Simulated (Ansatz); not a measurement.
Here is an unrelaxed guess for Si2Sb2Se.

```cif
data_structure
_symmetry_space_group_name_H-M 'Cmmm'
_symmetry_Int_Tables_number 65
_cell_length_a 6.4286
_cell_length_b 8.4401
_cell_length_c 5.3670
_cell_angle_alpha 90.000
_cell_angle_beta 90.000
_cell_angle_gamma 90.000
_cell_volume 291.20
loop_
_atom_site_label
_atom_site_type_symbol
_atom_site_symmetry_multiplicity
_atom_site_Wyckoff_symbol
_atom_site_fract_x
_atom_site_fract_y
_atom_site_fract_z
_atom_site_occupancy
Si1 Si 2 a 0.00000 0.00000 0.00000 1
Si2 Si 2 b 0.50000 0.00000 0.00000 1
Sb1 Sb 4 e 0.25000 0.25000 0.00000 1
Se1 Se 2 c 0.50000 0.00000 0.50000 1
```

Computed with DFT PBE, scalar-relativistic, plane waves, PAW (Ansatz 0.2.0). Plane waves to 420 eV, a k mesh through Γ of 4×4×4 on the computed 5-atom cell and Gaussian smearing (0.10 eV); no spin polarisation.

Energies over the elements count from the elements' standard structures at the same level, with no fitted energy shifts.

Question: How far from equilibrium is it?

Answer: The pressure is 2.9 GPa (the mean over three directions, positive in compression), the largest force is 0.00 eV/Å (symmetry fixes the atoms), and the energy is +0.80 eV/atom against the elements. The shortest distance is 2.65 Å.

Question: How much does it gain on relaxing, and where does it end?

Answer: Relaxing gains about 0.24 eV/atom (the start's value is from the coarse mesh, so the gain is rough) in 15 ionic steps and ends at +0.56 eV/atom on the finer mesh. The symmetry goes from Cmmm (No. 65) to P4/mmm (No. 123). The volume per atom stays near 29.2 Å³. The shortest distance goes from 2.65 Å (Si–Sb) to 2.48 Å (Si–Se). Conventional cell: a = 5.424 Å, c = 4.960 Å. Si on its first site is surrounded by 4 Sb at 2.71 Å; around Sb lie 4 Si at 2.71 Å; Se is surrounded by 2 Si at 2.48 Å; 1 more site not described.

The last run used an 8×8×8 mesh for its 5-atom cell and Gaussian smearing of 0.10 eV. Spin–orbit coupling, which can matter for Sb, is left out. The reference form of Se is held partly by dispersion forces, which this level lacks. The relaxation can't lower the symmetry of the start. Symmetry constrained the relaxation, so the result can be a saddle point. Another cell of Si2Sb2Se relaxed alike, in P-3m1, lies 0.34 eV/atom lower, so this cell isn't the stable form at this level.
